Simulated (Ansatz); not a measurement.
Calculated with Ansatz: Sb2Pt, relaxation

input.yaml:

```yaml
crystal:
  lattice:
    - [6.37325642, 0.0, 0.0]
    - [0.0, 6.37325642, 0.0]
    - [0.0, 0.0, 6.37325642]
  atoms:
    - { symbol: Pt, position: [0.0, 0.0, 0.0] }
    - { symbol: Pt, position: [0.5, 0.0, 0.5] }
    - { symbol: Pt, position: [0.5, 0.5, 0.0] }
    - { symbol: Pt, position: [0.0, 0.5, 0.5] }
    - { symbol: Sb, position: [0.3753, 0.3753, 0.3753] }
    - { symbol: Sb, position: [0.1247, 0.6247, 0.8753] }
    - { symbol: Sb, position: [0.8753, 0.1247, 0.6247] }
    - { symbol: Sb, position: [0.6247, 0.8753, 0.1247] }
    - { symbol: Sb, position: [0.6247, 0.6247, 0.6247] }
    - { symbol: Sb, position: [0.8753, 0.3753, 0.1247] }
    - { symbol: Sb, position: [0.1247, 0.8753, 0.3753] }
    - { symbol: Sb, position: [0.3753, 0.1247, 0.8753] }
  symmetry: { tolerance: 0.0003 }
kpoints:
  mp_grid: { grid: [4, 4, 4], shift: [0, 0, 0] }
magnetization:
  spin_polarized: false
scf:
  occupations: { method: methfessel_paxton, width: 0.0583 }
  lower_state_search: "off"
hamiltonian:
  pseudopotentials: { kind: paw }
  xc: r2scan
basis:
  ecutwfc: 500
  fft_grid_basis: typed
relax:
  max_steps: 80
  cell: { p_target: 0.0 }
output:
  forces: true
  stress: true
  eigenvalues: true
  bader: true
  populations: true
  elf: true
  write_potential: true
  volumetric_format: npy
  dos:
    e_range: [-12, 8]
    de: 0.05
    projected: { site_lists: { Pt: [Pt], Sb: [Sb] } }
  write_density: true
checkpoint:
  read: saved_state
```

Launch command:

```bash
ansatz run input.yaml --threads 2 --pin off --max-ram 3584MiB --backend cpu --events-out ev --progress --plain --runs-dir out
```

Origin of the cell: a database entry, scaled a little.

The saved state is a converged single point of the same cell.

Output (shortened):

```
SCF iter   1: F=—  HF=-102146.128704 eV  Δρ=1.25e-3  dr2=3.79e-3  dr2_τ=1.49e-3
SCF iter   2: F=—  HF=-102146.131416 eV  S|Δr|=    0.00e0  Δρ=5.41e-4  dr2=5.59e-4  dr2_τ=2.03e-4
SCF iter   3: F=—  HF=-102146.131691 eV  S|Δr|=    0.00e0  Δρ=3.07e-4  dr2=1.99e-4  dr2_τ=1.65e-5
SCF iter   4: F=—  HF=-102146.131794 eV  S|Δr|=    0.00e0  Δρ=4.42e-5  dr2=5.29e-6  dr2_τ=6.38e-7
SCF iter   5: F=—  HF=-102146.132125 eV  S|Δr|=    0.00e0  Δρ=1.14e-5  dr2=2.49e-7  dr2_τ=4.37e-8
SCF iter   6: F=-102146.132125 eV  HF=-102146.132125 eV  S|Δr|=    0.00e0  Δρ=1.89e-6  dr2=4.57e-9  dr2_τ=4.06e-10
relax step   1: F+E_penalty+E_count = -102146.132125 eV  Δ(F+E_penalty+E_count) = +0.000e0 eV  max|allowed force component| = 8.051e-3 eV/Å  Δτ_max = 0.0000 Å  P = +8.361 GPa  Ω = 258.871 Å³ […]
relax step   2: F+E_penalty+E_count = -102145.928127 eV  Δ(F+E_penalty+E_count) = +2.040e-1 eV  max|allowed force component| = 5.434e-2 eV/Å  Δτ_max = 0.0012 Å  P = -7.663 GPa  Ω = 298.608 Å³ […]
relax step   3: F+E_penalty+E_count = -102146.519244 eV  Δ(F+E_penalty+E_count) = -3.871e-1 eV  max|allowed force component| = 1.461e-2 eV/Å  Δτ_max = 0.0051 Å  P = -1.089 GPa  Ω = 278.233 Å³ […]
relax step   4: F+E_penalty+E_count = -102146.529188 eV  Δ(F+E_penalty+E_count) = -9.944e-3 eV  max|allowed force component| = 7.408e-3 eV/Å  Δτ_max = 0.0030 Å  P = -0.161 GPa  Ω = 275.841 Å³ […]
relax step   5: F+E_penalty+E_count = -102146.529481 eV  Δ(F+E_penalty+E_count) = -2.935e-4 eV  max|allowed force component| = 5.274e-3 eV/Å  Δτ_max = 0.0014 Å  P = +0.016 GPa  Ω = 275.410 Å³ […]
relax step   6: F+E_penalty+E_count = -102146.532913 eV  Δ(F+E_penalty+E_count) = -3.432e-3 eV  max|allowed force component| = 5.152e-3 eV/Å  Δτ_max = 0.0000 Å  P = +0.024 GPa  Ω = 275.410 Å³  stress off target by 2.43e-2 GPa […]
SCF 6 converged in 6 iterations: F = -102146.532913 eV  dr2 = 2.14e-11
basis re-selected at this cell: Δ(F+E_penalty+E_count) = -3.432e-3 eV, ΔP = +0.008 GPa vs the last step (what re-selecting the basis moved, of the pressure what is left beyond the Pulay corre […]
SCF converged after 6 iterations
Stability not checked: this state was not tested for a lower state beside it, because cold or Methfessel-Paxton smearing, or corrected tetrahedra, fill the levels in a way that the test cannot read (fill_not_monotonic; […]
Free energy (F): -102146.532913 eV
Harris-Foulkes:  -102146.532913 eV  (|F-HF|=5.82e-11)
Internal energy: -102146.530243 eV  (E = F + TS)
E sigma→0 (E₀):  -102146.532246 eV
Entropy (-TS):   -0.002670 eV (-0.222 meV/atom)
Fermi energy:    13.920612 eV
--- Per-component energies (eV) ---
  E_band       = -2236.304539
  E_kinetic    = 4207.504143
  E_local      = -19949.648011  (includes V_loc(G=0)·N_el)
  E_nonlocal   = 3714.504809
  E_hartree    = 8547.783536
  E_xc         = -2024.822233
  E_vxc        = -2181.121484  (∫ρ·V_xc dr)
  E_paw        = -74745.866921  (= ΣΔE_a)
  E_vpaw       = -5265.415469  (= ΣTr[D̂ρ^β])
  E_aug_tail   = 0.000633  (compensation charges beyond the density's cutoff)
  E_vtau       = 142.304191  (kinetic-family band-sum trace: ∫τ·v_τ [+ j·A + Jᵃ·Aᵃ] dr)
  E_ewald      = -21899.108517
  E_core_change = 3.122318  (= ΣΔE_core)
  E_smearing   = -0.002670  (= −TS)
  Σ components = -102146.532913   (vs F -102146.532913, Δ=0.00e0)
--- Forces (eV/Å), atoms counted from 1 ---
  atom   1  Pt     0.000000    -0.000000    -0.000000
  atom   2  Pt     0.000000     0.000000     0.000000
  atom   3  Pt    -0.000000     0.000000     0.000000
  atom   4  Pt     0.000000     0.000000    -0.000000
  atom   5  Sb    -0.005152    -0.005152    -0.005152
  atom   6  Sb     0.005152     0.005152    -0.005152
  atom   7  Sb    -0.005152     0.005152     0.005152
  atom   8  Sb     0.005152    -0.005152     0.005152
  atom   9  Sb     0.005152     0.005152     0.005152
  atom  10  Sb    -0.005152    -0.005152     0.005152
  atom  11  Sb     0.005152    -0.005152    -0.005152
  atom  12  Sb    -0.005152     0.005152    -0.005152
  max |Σ_I F_I| component: 6.07e-18 eV/Å
--- Stress (GPa, compression-positive) ---
        0.024257       0.000000       0.000000
        0.000000       0.024257       0.000000
        0.000000       0.000000       0.024257
  P = ⅓ Tr σ = 0.0243 GPa (0.243 kbar)
--- Relaxed structure (5 steps of the walk, 4 accepted, 1 SCFs on fresh bases) ---
  F+E_penalty+E_count = -102146.532913 eV   max|allowed force component| = 5.152e-3 eV/Å   (the final SCF, on the basis selected at the relaxed cell)
  cell:  # Å, volume = 275.4102 Å³
    - [6.506189, 0.0, 0.0]
    - [0.0, 6.506189, 0.0]
    - [0.0, 0.0, 6.506189]
  atoms:
    - { symbol: Pt, position: [0.0, 0.0, 0.0] }
    - { symbol: Pt, position: [0.5, 0.0, 0.5] }
    - { symbol: Pt, position: [0.5, 0.5, 0.0] }
    - { symbol: Pt, position: [0.0, 0.5, 0.5] }
    - { symbol: Sb, position: [0.375617, 0.375617, 0.375617] }
    - { symbol: Sb, position: [0.124383, 0.624383, 0.875617] }
    - { symbol: Sb, position: [0.875617, 0.124383, 0.624383] }
    - { symbol: Sb, position: [0.624383, 0.875617, 0.124383] }
    - { symbol: Sb, position: [0.624383, 0.624383, 0.624383] }
    - { symbol: Sb, position: [0.875617, 0.375617, 0.124383] }
    - { symbol: Sb, position: [0.124383, 0.875617, 0.375617] }
    - { symbol: Sb, position: [0.375617, 0.124383, 0.875617] }
--- Löwdin populations: 12 sites ---
  site symbol       q [e]
     0     Pt     17.7919
     1     Pt     17.7919
     2     Pt     17.7919
     3     Pt     17.7919
     4     Sb     14.9763
     5     Sb     14.9763
     6     Sb     14.9763
     7     Sb     14.9763
     8     Sb     14.9763
     9     Sb     14.9763
    10     Sb     14.9763
    11     Sb     14.9763
  spilling = 0.005324 (of n_electrons = 192.000000)
--- Bader charges: 12 sites ---
  site symbol  charge [e]  shift [e]
     0     Pt     -0.8835     0.0008
     1     Pt     -0.8835     0.0008
     2     Pt     -0.8835     0.0008
     3     Pt     -0.8835     0.0008
     4     Sb      0.4417     0.0004
     5     Sb      0.4418     0.0004
     6     Sb      0.4417     0.0004
     7     Sb      0.4417     0.0004
     8     Sb      0.4418     0.0004
     9     Sb      0.4418     0.0004
    10     Sb      0.4418     0.0004
    11     Sb      0.4418     0.0004
  estimated error of the sums over rays = 6.3e-4 e
```

Before:

Space group Pa-3 (No. 205); the run's cell has a = 6.373 Å, b = 6.373 Å, c = 6.373 Å, α = 90.00°, β = 90.00°, γ = 90.00°. Shortest distances: Pt–Sb 2.64 Å, Sb–Sb 2.75 Å.

The relaxed structure.

Space group Pa-3 (No. 205); the run's cell has a = 6.506 Å, b = 6.506 Å, c = 6.506 Å, α = 90.00°, β = 90.00°, γ = 90.00°. Shortest distances: Pt–Sb 2.70 Å, Sb–Sb 2.80 Å.

* Free energy lowered by: 33.4 meV/atom
* Volume change: 6.39 %
* Final pressure: 0.02 GPa
* Relaxation steps listed: 6

Caveats: no moments, though an odd count or open d shells may carry them; no spin-orbit coupling, though heavy elements are present; the relaxation held the start's symmetry, so the end may be a saddle point.

Time: 5.7 min on 2 threads of Arm Neoverse N1 (shared host), peak memory 1.4 GiB, from a saved density.
